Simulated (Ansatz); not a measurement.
The relaxed structure here is a generated cell of Ti3Al: the first start was made by a random draw of sites in a space group, and the end was not matched to a known phase here, so it may be hypothetical. Known forms of Ti3Al include space group No. 194.

The end point of a relaxation of Ti3Al. Space group R3m (No. 160). The numbers are results of PBE (plane waves to 420 eV, PAW, scalar-relativistic; Ansatz, a quantum-chemistry and plane-wave program), not measurements.

```cif
data_AlTi3
_chemical_formula_sum 'Al1 Ti3'
_space_group_name_H-M_alt 'P 1'
_space_group_IT_number 1
_cell_length_a 5.25710
_cell_length_b 5.25710
_cell_length_c 5.25710
_cell_angle_alpha 116.637
_cell_angle_beta 116.637
_cell_angle_gamma 116.637
loop_
_space_group_symop_operation_xyz
  'x, y, z'
loop_
_atom_site_label
_atom_site_type_symbol
_atom_site_fract_x
_atom_site_fract_y
_atom_site_fract_z
_atom_site_occupancy
Al1 Al 0.62564 0.62564 0.62564 1
Ti1 Ti 0.25894 0.79776 0.25894 1
Ti2 Ti 0.79776 0.25894 0.25894 1
Ti3 Ti 0.25894 0.25894 0.79776 1
```

Volume per atom: 16.91 Å³
Band gap: zero (metallic)
Shortest distances: Al–Ti 2.77 Å; Ti–Ti 2.78 Å; Al–Al 2.93 Å
k-mesh: 17×17×17

No spin polarisation in the result.

The run could not lose the symmetry of its start: the end is stationary, and may be a saddle point rather than a minimum.
